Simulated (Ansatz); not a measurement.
Input:

Ag (fcc (Cu type), Fm-3m), a = b = c = 4.053 Å, α = β = γ = 90.00°; the cell used has 1 atom.

This is the PBEsol-relaxed structure.

**Question.** All from PBEsol (plane waves, PAW; program Ansatz), unless another level is named. Give the zero-point energy.

**Answer.** 21.5 meV/atom.

**Question.** Give the Debye temperature from the elastic constants.

**Answer.** 233 K.

The cell was relaxed with PBEsol under the symmetry of its start; phonons on a q-mesh show no instability. The run is not spin-polarised. As this level gives no gap, shear constants depend on the k-mesh and smearing (Fermi–Dirac, 0.1 eV here).

Potentials: the earlier of the program's two PAW sets.
